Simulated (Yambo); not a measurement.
```
Rh2O3
1.0
    2.57161     1.48472     4.62916
   -2.57161     1.48472     4.62916
    0.00000    -2.96944     4.62916
O Rh
6 4
Direct
  0.04986   0.45014   0.75000
  0.95014   0.54986   0.25000
  0.75000   0.04986   0.45014
  0.25000   0.95014   0.54986
  0.45014   0.75000   0.04986
  0.54986   0.25000   0.95014
  0.84919   0.84919   0.84919
  0.15081   0.15081   0.15081
  0.65081   0.65081   0.65081
  0.34919   0.34919   0.34919
```

Rh₂O₃ (corundum, space group R-3c, No. 167): mean Im ε in 1 eV windows above the direct gap of 1.34 eV, for different electron-hole kernels (Yambo, broadening 0.15 eV, norm-conserving PBEsol (Quantum ESPRESSO, 88 Ry, without SOC) bands; 4×4×4 mesh, 15 valence and 9 conduction bands, static screening with 90 bands and a 3 Ry block, scissor 0.52 eV, Tamm-Dancoff; field along x).

```csv
window (eV),independent quasiparticles,RPA (no attraction),BSE
1.3 to 2.3,14,12,16
2.3 to 3.3,19,18,19
3.3 to 4.3,12,12,9.4
4.3 to 5.3,4.2,4.5,3.9
```

This run doesn't resolve bound excitons or single peaks, so only averages are given, and they too depend on the mesh; weight that the attraction moves below the gap isn't listed. All transitions below 5.47 eV are in the band window. The scissor comes from a G0W0 run whose convergence isn't established.

Spin-orbit splittings are left out.

Geometry of the Materials Project entry, not relaxed at this level.
